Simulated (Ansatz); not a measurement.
Lu₂CdS₄:
```
Lu2CdS4
1.0
    0.00000     5.52971     5.52971
    5.52971     0.00000     5.52971
    5.52971     5.52971     0.00000
S Lu Cd
8 4 2
Direct
  0.88316   0.88316   0.88316
  0.89949   0.36684   0.36684
  0.88316   0.88316   0.35051
  0.36684   0.89949   0.36684
  0.35051   0.88316   0.88316
  0.36684   0.36684   0.36684
  0.88316   0.35051   0.88316
  0.36684   0.36684   0.89949
  0.12500   0.12500   0.12500
  0.62500   0.12500   0.12500
  0.12500   0.12500   0.62500
  0.12500   0.62500   0.12500
  0.50000   0.50000   0.50000
  0.75000   0.75000   0.75000
```

Relaxed with r²SCAN. Special points in fractions of this cell's reciprocal vectors: Γ (0.000, 0.000, 0.000); X (0.500, 0.000, 0.500); U (0.625, 0.250, 0.625); K (0.375, 0.375, 0.750); L (0.500, 0.500, 0.500); W (0.500, 0.250, 0.750).

Problem. List the band energies nearest the valence-band maximum at these points for r²SCAN (plane waves, PAW; program Ansatz).

Solution. In eV from the valence-band maximum; about four levels below and three above (degenerate sets whole), none deeper than 8.9 eV; points with the same levels are listed once.

```csv
k,below,above
Γ,-0.90 -0.90 -0.90 0.00 0.00 0.00,1.56 2.78 2.78
X,-0.81 -0.81 -0.63 -0.63,3.07 3.07 4.53 4.53
U,-1.01 -0.90 -0.75 -0.55,3.32 3.42 3.97
L,-0.80 -0.80 -0.64 -0.32 -0.32,3.17 3.22 3.56 3.56
W,-0.91 -0.91 -0.75 -0.75,3.69 3.69 3.76 3.76
```

Space group Fd-3m (spinel). The workflow started from an entry of the Crystallography Open Database (COD). Its standing as an ambient phase is unchecked. The r²SCAN relaxation kept the symmetry of its start; its stability against distortions is not shown here. Scalar-relativistic: spin–orbit coupling is off unless named, which matters more the heavier the elements.

Potentials: the later of the program's two PAW sets.
